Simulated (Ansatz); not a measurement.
**BIr₃Br: settings compared (Ansatz)**

Run with:

```bash
ansatz run input.yaml --threads 1 --pin off --max-ram 2560MiB --backend cpu --events-out ev --progress --plain --runs-dir out
```

The input file (Ansatz 0.2.0, plane waves):

```yaml
crystal:
  lattice:
    - [4.381274, 0.0, 0.0]
    - [0.0, 4.381274, 0.0]
    - [0.0, 0.0, 4.381274]
  atoms:
    - { symbol: B, position: [0.5, 0.5, 0.5] }
    - { symbol: Ir, position: [0.0, 0.5, 0.5] }
    - { symbol: Ir, position: [0.5, 0.0, 0.5] }
    - { symbol: Ir, position: [0.5, 0.5, 0.0] }
    - { symbol: Br, position: [0.0, 0.0, 0.0] }
  symmetry: { tolerance: 0.0003 }
kpoints:
  mp_grid: { grid: [4, 4, 4], shift: [0, 0, 0] }
magnetization:
  spin_polarized: false
scf:
  occupations: { method: gaussian, width: 0.1175 }
hamiltonian:
  pseudopotentials: { kind: paw }
  xc: pbesol
basis:
  ecutwfc: 420
output:
  forces: true
  stress: true
  eigenvalues: true
relax:
  max_steps: 40
  cell: {}
```

Origin of the cell: a known structure type with other elements, at an estimated volume, so it need not be a known compound.

Output of this run (shortened):

```
Pseudopotentials: kind: paw
Pseudopotential: B, paw, valence charge 3, recommended cutoff 420 eV (normal), B.paw.azcp
Pseudopotential: Ir, paw, valence charge 17, recommended cutoff 420 eV (normal), Ir.paw.azcp
Pseudopotential: Br, paw, valence charge 7, recommended cutoff 420 eV (normal), Br.paw.azcp
Functional definition: PBEsol
  exchange = pbesol_x
  correlation = pbesol_c
Crystal: 5 atoms, lattice volume = 84.101 Å³
Basis set: ecut = 420 eV, 1647 PW (Γ), exchange–correlation on 60×60×60 points (8 copies of the dense FFT grid, shifted against one another)
Bands: 37, of which v1, the nominal top of the filled ones, is band 31 counted from 1 (30 counted from 0)
Symmetry: 48 space group operations
Space group: Pm-3m (ITA 221), of the structure as read, at distance tolerance 1.3e-3 Å
k-points: 10 of 64
[… 8 lines left out …]
Initial density: superposition of atomic densities (neutral atoms: chi_scale 0, normalization atom), corrected by the library's trained network
Functional: x = pbesol(κ = 0.804, μ = 0.123457), c = pbesol(β = 0.046)
SCF iter   1: F=—  HF=-38280.956537 eV  Δρ=1.13e-2  dr2=6.98e-2
SCF iter   2: F=—  HF=-38280.944047 eV  Δρ=5.05e-3  dr2=2.06e-2
SCF iter   3: F=—  HF=-38280.939261 eV  Δρ=8.80e-4  dr2=1.17e-3
SCF iter   4: F=—  HF=-38280.939030 eV  Δρ=2.11e-4  dr2=5.59e-5
SCF iter   5: F=—  HF=-38280.938963 eV  Δρ=6.70e-5  dr2=4.13e-6
SCF iter   6: F=-38280.938963 eV  HF=-38280.938963 eV  Δρ=1.17e-5  dr2=9.78e-8
relax step   1: F+E_penalty+E_count = -38280.938963 eV  Δ(F+E_penalty+E_count) = +0.000e0 eV  max|allowed force component| = 0.0 eV/Å  Δτ_max = 0.0000 Å  P = -23.814 GPa  Ω = 84.101 Å³  (6 SC […]
relax step   2: F+E_penalty+E_count = -38282.028576 eV  Δ(F+E_penalty+E_count) = -1.090e0 eV  max|allowed force component| = 0.0 eV/Å  Δτ_max = 0.0000 Å  P = -2.386 GPa  Ω = 72.391 Å³  energy […]
relax step   3: F+E_penalty+E_count = -38282.034221 eV  Δ(F+E_penalty+E_count) = -5.645e-3 eV  max|allowed force component| = 0.0 eV/Å  Δτ_max = 0.0000 Å  P = +0.932 GPa  Ω = 71.287 Å³  energ […]
relax step   4: F+E_penalty+E_count = -38282.034960 eV  Δ(F+E_penalty+E_count) = -7.393e-4 eV  max|allowed force component| = 0.0 eV/Å  Δτ_max = 0.0000 Å  P = -0.020 GPa  Ω = 71.594 Å³  energ […]
relax step   5: F+E_penalty+E_count = -38282.029251 eV  Δ(F+E_penalty+E_count) = +5.710e-3 eV  max|allowed force component| = 0.0 eV/Å  Δτ_max = 0.0000 Å  P = -0.015 GPa  Ω = 71.594 Å³  stress off target by 1.53e-2 GPa […]
SCF 5 converged in 6 iterations: F = -38282.029251 eV  dr2 = 5.18e-12
basis re-selected at this cell: Δ(F+E_penalty+E_count) = +5.710e-3 eV, ΔP = +0.005 GPa vs the last step (what re-selecting the basis moved, of the pressure what is left beyond the Pulay corre […]
SCF converged after 6 iterations
Free energy (F): -38282.029251 eV
Harris-Foulkes:  -38282.029251 eV  (|F-HF|=7.28e-12)
Internal energy: -38281.980625 eV  (E = F + TS)
E sigma→0 (E₀):  -38282.004938 eV
Entropy (-TS):   -0.048626 eV (-9.725 meV/atom)
Fermi energy:    18.436572 eV
--- Per-component energies (eV) ---
  E_band       = -477.682704
  E_kinetic    = 2056.226269
  E_local      = -4676.933533  (includes V_loc(G=0)·N_el)
  E_nonlocal   = 313.757120
  E_hartree    = 1793.959044
  E_xc         = -1089.920451
  E_vxc        = -1037.330351  (∫ρ·V_xc dr)
  E_paw        = -29547.393461  (= ΣΔE_a)
  E_vpaw       = -721.320357  (= ΣTr[D̂ρ^β])
  E_aug_tail   = 0.000182  (compensation charges beyond the density's cutoff)
  E_ewald      = -7132.578630
  E_core_change = 0.902836  (= ΣΔE_core)
  E_smearing   = -0.048626  (= −TS)
  Σ components = -38282.029251   (vs F -38282.029251, Δ=0.00e0)
--- Forces (eV/Å), atoms counted from 1 ---
  atom   1  B      0.000000     0.000000     0.000000
  atom   2  Ir    -0.000000     0.000000    -0.000000
  atom   3  Ir     0.000000     0.000000    -0.000000
  atom   4  Ir     0.000000     0.000000    -0.000000
  atom   5  Br     0.000000     0.000000     0.000000
  max |Σ_I F_I| component: 0.0 eV/Å
--- Stress (GPa, compression-positive) ---
       -0.015257       0.000000      -0.000000
        0.000000      -0.015257       0.000000
       -0.000000       0.000000      -0.015257
  P = ⅓ Tr σ = -0.0153 GPa (-0.153 kbar)
--- Relaxed structure (4 steps of the walk, 4 accepted, 1 SCFs on fresh bases) ---
  F+E_penalty+E_count = -38282.029251 eV   max|allowed force component| = 0.0 eV/Å   (the final SCF, on the basis selected at the relaxed cell)
  cell:  # Å, volume = 71.5939 Å³
    - [4.152331, 0.0, 0.0]
    - [0.0, 4.152331, 0.0]
    - [0.0, 0.0, 4.152331]
  atoms:
    - { symbol: B, position: [0.5, 0.5, 0.5] }
    - { symbol: Ir, position: [0.0, 0.5, 0.5] }
    - { symbol: Ir, position: [0.5, 0.0, 0.5] }
    - { symbol: Ir, position: [0.5, 0.5, 0.0] }
    - { symbol: Br, position: [0.0, 0.0, 0.0] }
```

The same input was run again with these changes:

1. `scf.n_extra_bands` default → 8; `kpoints.mp_grid.shift` [0, 0, 0] → [0.5, 0.5, 0.5]
2. `hamiltonian.hubbard` default → { sites: [{ species: Ir, l: d, u_eff: 4.0 }], double_counting: fll }; `scf.algorithm` default → density_mixing
3. `scf.n_extra_bands` default → 2
4. `scf.eigensolver.kind` default → davidson

```
 run        end  SCF iterations  volume (Å³/atom)  max force component (eV/Å)  gap on mesh (eV)  moment (μB)  ΔE(σ→0) (meV/atom)
base  converged              30             14.32                       0.000                 –            –                   0
   1  converged              31             14.38                       0.000                 –            –               34.39
   2  converged              34             14.27                       0.000                 –            –                   –
   3  converged              32             14.32                       0.000                 –            –                0.00
   4  converged              32             14.32                       0.000                 –            –                0.00
```

Energies are compared only where functional, datasets, charge and starting cell are the same.

Caveats of the base run: no moments, though an odd count or open d shells may carry them; no spin-orbit coupling, though heavy elements are present; the k mesh is coarse if the cell is a metal; the relaxation held the start's symmetry, so the end may be a saddle point.

Time of the base run: 4.1 s of wall time on 1 CPU thread(s) of a shared host, from the program's own first density.
